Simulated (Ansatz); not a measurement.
Single point in Ansatz 0.2.0 with r2SCAN, no spin polarisation. Cutoff 500 eV, PAW datasets, 5×5×5 Γ-centred k mesh, gaussian filling (width 0.188 eV).

Computed maps in the lattice plane spanned by b (left to right, 6.70 Å, 20 points from zero) and c (bottom to top, 6.70 Å, 20 points from zero), 60° apart, at height 0.250 along a. The fields are smooth PAW ones with compensation charges, not the true ones near nuclei.

Valence density. Digits on a logarithmic scale: 0 up to 0.03 e/Å³, each further digit a factor of 1.6, 9 from 1.3 e/Å³ up:
```
33443211111234433333
34676531001356764333
35899853101358998533
34899995211258999843
23699997422247999963
11479998533335899974
10146897543334578864
10013555433443345553
11111233223343322332
23443211112333321111
35666531001234321001
46788764101245542101
46888886411357875311
36886688631359999531
25786068752258999852
13688668863136999963
11468888864114799974
10146788764101468864
10013566653100134543
21111234432111123333
```

ELF. Ten even steps from '0' (0.00) to '9' (0.90):
```
01342000100024310000
02687510000157862000
02899862000268998200
02887885100158878820
01697587200027857961
00389888311113888983
00047887311211378874
00002565211331125652
00000012101232101210
03663000000111100000
38999830000011100000
69999996100123321001
69987899600257875200
39970079930168888610
08980008980058858850
03997007993027977972
00699878996004898984
00069999996000368863
00003899983000012221
00000036630000000000
```

Question: The cell is Cs2AgBiF6. Which atoms lie within 0.2 Å of this plane, and where (fractions of b and c)?

Answer: Cs at (0.25, 0.25), F at (0.77, 0.23), F at (0.77, 0.77), F at (0.23, 0.77). The whole cell:
```
CELL_PARAMETERS angstrom
0.00000 4.73997 4.73997
4.73997 0.00000 4.73997
4.73997 4.73997 0.00000
ATOMIC_POSITIONS crystal
Bi 0.50000 0.50000 0.50000
Cs 0.25000 0.25000 0.25000
Cs 0.75000 0.75000 0.75000
F 0.77000 0.23000 0.23000
F 0.23000 0.77000 0.23000
F 0.23000 0.77000 0.77000
F 0.77000 0.23000 0.77000
F 0.23000 0.23000 0.77000
F 0.77000 0.77000 0.23000
Ag 0.00000 0.00000 0.00000
```

Origin: a known structure type with other elements, at an estimated volume, so it need not be a known compound. Caveats: atoms or cell far from equilibrium; wide smearing.
